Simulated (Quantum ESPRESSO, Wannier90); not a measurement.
# Wannier functions of GeSe2 (I-42d)

```xyz
6
Lattice="5.9366 0.0000 0.0000 0.0000 5.9366 0.0000 -2.9683 -2.9683 4.7857" Properties=species:S:1:pos:R:3 pbc="T T T"
Ge     0.0000    -2.9683     2.3928
Ge     0.0000     0.0000     0.0000
Se    -1.4842    -1.4127    -1.1964
Se    -1.4127     1.4842     1.1964
Se     1.4842     1.4127    -1.1964
Se     1.4127    -1.4842     1.1964
```

Materials Project entry mp-10074; symmetrised, unrelaxed at this level. Not found in the COD (Crystallography Open Database) copy used; not checked further. Level: PBEsol, no spin polarisation, no spin-orbit coupling; pw.x of Quantum ESPRESSO at 69 Ry with PseudoDojo potentials, 4×4×4 k-points, Wannier90. Density: 6×6×6 mesh, cold smearing 0.01 Ry. Spin-orbit coupling, left out, would split the p-like bands by a few tenths of an eV.

Valence charges of the files: Ge 14, Se 16. 67 bands were computed.

Isolated groups of bands, relative to the valence-band maximum (bands from 47 on overlap up to the last one computed):

| bands | from (eV) | to (eV) | filling | weight on atomic waves |
|---|---|---|---|---|
| 1–20 | -47.25 | -46.93 | filled | Se 3d 100 % |
| 21–30 | -24.78 | -24.72 | filled | Ge 3d 100 % |
| 31–34 | -14.15 | -11.84 | filled | Se 4s 73 %, Ge 4p 14 %, Ge 4s 10 % |
| 35–36 | -9.05 | -5.89 | filled | Ge 4s 42 %, Se 4p 34 %, Se 4s 18 % |
| 37–46 | -4.56 | 0.00 | filled | Se 4p 78 %, Ge 4p 17 % |

Wanted is a model with the orbitals Ge s p, Se s p, without the filled groups that are mainly made of other shells (semicore states, and anion s where it isn't named); all higher bands stay in for disentanglement.

Problem. Give num_wann, exclude_bands and num_bands, and the number of electrons that the model holds.

Solution. Electrons: 2×14 + 4×16 = 92, which fill 46 bands.
num_wann = 2×4 + 4×4 = 24.
exclude_bands = 1-30, 30 bands, so num_bands = 67 − 30 = 37.
The model holds 92 − 2×30 = 32 electrons. With the window frozen to 3.08 eV it follows pw.x to 3.2 meV rms (states up to 2.6 eV relative to the valence-band maximum).
